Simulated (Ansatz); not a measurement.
C:
```xyz
1
Lattice="0.0000 1.6175 1.6175 1.6175 0.0000 1.6175 1.6175 1.6175 0.0000" Properties=species:S:1:pos:R:3 pbc="T T T"
C      0.0000     0.0000     0.0000
```

This is the PBE+D3(BJ)-relaxed structure.

All from PBE+D3(BJ) in the plane-wave PAW code Ansatz, unless another level is named. Estimate the electronic character.

metallic (no gap).

Give the density of states at the Fermi level.

0.40 states/eV per atom (mean over ±0.08 eV).

Space group Fm-3m (fcc (Cu type)). The start of the workflow was typed in or built on a structure type; neither database checked (COD, Materials Project) lists it. It is not the phase usual at ambient conditions (space group No. 194, 227). The cell was relaxed with PBE+D3(BJ) under the symmetry of its start; whether a distortion lowers the energy is not shown. The volume moved by -25 % from the start of the relaxation.

Potentials: the earlier of the program's two PAW sets.
